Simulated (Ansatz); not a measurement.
# InH$_{2}$N$_{2}$: reading a single point

```
CELL_PARAMETERS angstrom
3.27315 0.00000 0.00000
1.63657 -5.88247 0.00000
0.00000 0.00000 -5.83793
ATOMIC_POSITIONS crystal
In 0.18200 0.63600 0.75000
In 0.81800 0.36400 0.25000
N 0.55830 0.88340 0.74660
N 0.44170 0.11660 0.24660
N 0.79940 0.40120 0.80330
N 0.20060 0.59880 0.30330
H 0.50580 0.98840 0.58820
H 0.49420 0.01160 0.08820
H 0.90010 0.19980 0.80860
H 0.09990 0.80020 0.30860
```

Level: LDA, no spin polarisation; 420 eV; 8×8×4 Γ-centred mesh; tetrahedron occupations; Ansatz 0.2.0, fixed geometry.

(1) What happens at the Fermi level?

(2) What does the stress say?

(3) Give the Bader charges.

(4) What is the formation energy?

(5) What do density and ELF say about some of the short contacts?

(6) Where is the largest force?

Origin: a known structure type with other elements, at an estimated volume, so it need not be a known compound. Caveats: empty levels are not fully converged; many states at the Fermi level without spin polarisation, so a magnetic state may lie lower; atoms or cell far from equilibrium; forces and stress under tetrahedra may miss the slope of the energy.

It took 2.7 min on 1 thread of Arm Neoverse V1, with other jobs on the host, peak memory 0.46 GiB, starting from a saved density. The time holds forces, stress, Bader, DOS, bands, ELF.

Answers

(1) It is a metal, with about 6.3 states/eV a cell as the mean within 0.25 eV of the Fermi level, mostly N p (93 %).

(2) The pressure is -14.8 GPa (compression positive), so with the atoms held at these fractions the cell would first shrink; the forces are large, so a full relaxation may end otherwise. The principal stresses -22.7, -13.3, -8.3 GPa differ, so its shape would change too.

(3) Bader charges in e: In +1.50, H +0.40, N -1.19 to -1.12. In the mean In gives up most and N takes most.

(4) 0.25 eV an atom against the elements' usual phases (free molecules for gases, crystals otherwise, with no correction for O₂ or N₂), so at this geometry it isn't bound against them. Relaxing would lower it.

(5) N–H at 1.11 Å: least valence density 1.74 e/Å³ and ELF 0.98 there. In–N at 2.16 Å: least valence density 0.58 e/Å³ and ELF 0.25 there. These are pseudo-fields; inside the PAW spheres they differ from the all-electron ones.

(6) The largest is on H9 (and as large on other atoms): 3.35 eV/Å, components (0.00, -3.33, 0.33). It makes 4° with the line to a nearest neighbour, N5 at 1.19 Å, pointing towards it.
